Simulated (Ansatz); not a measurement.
BeTe:
```
BeTe
1.0
    0.00000     2.68533     2.68533
    2.68533     0.00000     2.68533
    2.68533     2.68533     0.00000
Be Te
1 1
Cartesian
  0.00000   0.00000   0.00000
  2.68533   2.68533   2.68533
```

Relaxed with r²SCAN. Special points in fractions of this cell's reciprocal vectors: Γ (0.000, 0.000, 0.000); X (0.500, 0.000, 0.500); U (0.625, 0.250, 0.625); K (0.375, 0.375, 0.750); L (0.500, 0.500, 0.500); W (0.500, 0.250, 0.750).

Question: List the band energies nearest the Fermi level at these points for DFT-r²SCAN with spin–orbit coupling in the program Ansatz with PAW potentials.

Answer: In eV from the Fermi level; about four levels below and three above (degenerate sets whole), none deeper than 8.9 eV; points with the same levels are listed once.

```json
[
 {"k": "Γ", "below": "-0.10 -0.10 -0.10 -0.10", "above": "3.56 3.56 6.54 6.54"},
 {"k": "X", "below": "-3.04 -3.04 -0.96 -0.96", "above": "3.43 3.43 9.30 9.30"},
 {"k": "U", "below": "-5.28 -5.28 -2.55 -2.55", "above": "0.66 0.66 6.25 6.25"},
 {"k": "L", "below": "-0.74 -0.74 -0.09 -0.09", "above": "2.52 2.52 2.55 2.55"},
 {"k": "W", "below": "-5.00 -5.00 -4.43 -4.43", "above": "3.47 3.47 3.82 3.82"}
]
```

Space group Fm-3m (rock salt). The start of the workflow was typed in or built on a structure type; neither database checked (COD, Materials Project) lists it. COD files the formula under space group No. 216, so this cell is another polymorph or a model. Whether it is the stable phase at ambient conditions was not checked. Symmetry was held in the r²SCAN relaxation; whether a distortion lowers the energy is not shown.

Potentials: the earlier of the program's two PAW sets.
